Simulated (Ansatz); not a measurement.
**Ag: strain and displacement**

```
CELL_PARAMETERS angstrom
0.00000 2.04310 2.04310
2.04310 0.00000 2.04310
2.04310 2.04310 0.00000
ATOMIC_POSITIONS crystal
Ag 0.00000 0.00000 0.00000
```

The geometry is COD entry 9008459, unchecked; take it as a test cell.

These are results of DFT, LDA, all-electron LAPW, scalar-relativistic (Ansatz 0.2.0), not measurements.

Numerical set-up: a Γ-centred 15×15×15 k mesh, Fermi–Dirac smearing of 0.05 eV, basis error target 1 meV/atom, no spin polarisation.

The unchanged cell is at -7.45 GPa.

In a metal, stresses and small energies carry noise from the k mesh.

x, y and z are the Cartesian axes of the cell as listed; fractional coordinates follow a strain, and an engineering shear is twice the off-diagonal strain component.

One change gave: energy change under 1 meV/atom; stress change (xx, yy, zz, yz, xz, xy) 0.04, 0.04, 0.04, 0.19, 0.19, 0.19 GPa, compression positive. Which change was it?
A. equal xy, yz and zx engineering shear strains of -3 %
B. equal xy, yz and zx engineering shear strains of +2 %
C. equal xy, yz and zx engineering shear strains of -2 %
D. equal xy, yz and zx engineering shear strains of +3 %
E. equal xy, yz and zx engineering shear strains of +1 %
F. equal xy, yz and zx engineering shear strains of -1 %

F. For equal xy, yz and zx engineering shear strains of -2 %: energy change +1 meV/atom; stress change (xx, yy, zz, yz, xz, xy) 0.18, 0.18, 0.18, 0.48, 0.48, 0.48 GPa, compression positive. For equal xy, yz and zx engineering shear strains of +1 %: energy change under 1 meV/atom; stress change (xx, yy, zz, yz, xz, xy) 0.03, 0.03, 0.03, -0.20, -0.20, -0.20 GPa, compression positive. For equal xy, yz and zx engineering shear strains of +3 %: energy change +3 meV/atom; stress change (xx, yy, zz, yz, xz, xy) 0.39, 0.39, 0.39, -1.00, -1.00, -1.00 GPa, compression positive. For equal xy, yz and zx engineering shear strains of -3 %: energy change +3 meV/atom; stress change (xx, yy, zz, yz, xz, xy) 0.39, 0.39, 0.39, 0.87, 0.87, 0.87 GPa, compression positive. For equal xy, yz and zx engineering shear strains of +2 %: energy change +1 meV/atom; stress change (xx, yy, zz, yz, xz, xy) 0.16, 0.16, 0.16, -0.56, -0.56, -0.56 GPa, compression positive.
